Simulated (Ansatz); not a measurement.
CdO (rock salt, Fm-3m), PBE (plane waves, PAW; program Ansatz), all energies at zero smearing, with the estimated change up to a 700 eV cutoff added, with one set of potentials and settings (totals compare only within such a set). Cell of 2 atoms (1 Cd, 1 O): -8821.449 eV.

```
element                            reference phase  E (eV/atom)
-------  -----------------------------------------  -----------
Cd                   P6_3/mmc, 2 atoms in the cell   -8254.4547
O        C2/m, 4 atoms in the cell, spin-polarised    -565.0000
```

Formation energy per atom, worked out: (-8821.449 − 1×(-8254.4547) − 1×(-565.0000))/2 = -0.997 eV/atom (-96 kJ per mol of atoms), at 0 K, without zero-point energy or fitted corrections.

Symmetry was held in the PBE relaxation. The references are the lowest solids computed at this level, not always the standard phases (solids in place of the gases).

Potentials: the later of the program's two PAW sets.
